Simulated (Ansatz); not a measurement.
Guessed and relaxed cells of MgGe2N3

The guess for MgGe2N3 was proposed by analogy with related compounds (P3m1, No. 156). Its size is a guess.

start.cif

```cif
data_structure
_symmetry_space_group_name_H-M 'P3m1'
_symmetry_Int_Tables_number 156
_cell_length_a 3.3500
_cell_length_b 3.3500
_cell_length_c 8.4000
_cell_angle_alpha 90.000
_cell_angle_beta 90.000
_cell_angle_gamma 120.000
_cell_volume 81.64
loop_
_atom_site_label
_atom_site_type_symbol
_atom_site_symmetry_multiplicity
_atom_site_Wyckoff_symbol
_atom_site_fract_x
_atom_site_fract_y
_atom_site_fract_z
_atom_site_occupancy
Mg1 Mg 1 a 0.00000 0.00000 0.00000 1
Ge1 Ge 1 c 0.66667 0.33333 0.66670 1
Ge2 Ge 1 b 0.33333 0.66667 0.33330 1
N1 N 1 b 0.33333 0.66667 0.58330 1
N2 N 1 a 0.00000 0.00000 0.25000 1
N3 N 1 c 0.66667 0.33333 0.91670 1
```

Theory: DFT PBE, scalar-relativistic, plane waves, PAW (Ansatz 0.2.0). Cutoff 420 eV, Gaussian smearing, Γ-centred meshes. Cell and atoms relax first on a coarse mesh, the cell is then made exact in the group found at 0.06 to 0.08 Å, and last on a converged mesh; the steps can't lower the symmetry of their start. No spin polarisation.

end.cif

```cif
data_structure
_symmetry_space_group_name_H-M 'P3m1'
_symmetry_Int_Tables_number 156
_cell_length_a 3.3577
_cell_length_b 3.3577
_cell_length_c 7.8767
_cell_angle_alpha 90.000
_cell_angle_beta 90.000
_cell_angle_gamma 120.000
_cell_volume 76.91
loop_
_atom_site_label
_atom_site_type_symbol
_atom_site_symmetry_multiplicity
_atom_site_Wyckoff_symbol
_atom_site_fract_x
_atom_site_fract_y
_atom_site_fract_z
_atom_site_occupancy
Mg1 Mg 1 a 0.00000 0.00000 0.98908 1
Ge1 Ge 1 c 0.66667 0.33333 0.67530 1
Ge2 Ge 1 b 0.33333 0.66667 0.33191 1
N1 N 1 b 0.33333 0.66667 0.58372 1
N2 N 1 a 0.00000 0.00000 0.26816 1
N3 N 1 c 0.66667 0.33333 0.90184 1
```

The symmetry stays P3m1 (No. 156). The volume per atom shrinks by 5.8 %, from 13.6 to 12.8 Å³. The shortest distance goes from 2.06 Å (Ge–N and Mg–N) to 1.78 Å (Ge–N).

```json
{
 "Volume per atom": "12.82 Å³",
 "Density": "4.57 g/cm³",
 "Formation energy": "−0.03 eV/atom",
 "Gap on the 12×12×4 mesh of the 6-atom cell": "0 eV (a metal)"
}
```

Formation energies are uncorrected and refer to the elements' standard structures at the same level (N₂ as a molecule).

The last run used Gaussian smearing of 0.10 eV. For metals, differences of a few meV/atom aren't resolved. An odd number of electrons in the primitive cell allows no gap without spin; a larger cell or a magnetic state could open one. A structure relaxed within its symmetry needn't be a true minimum. Another cell of the same search, in P1, lies 155 meV/atom lower, so this cell isn't the stable form at this level.
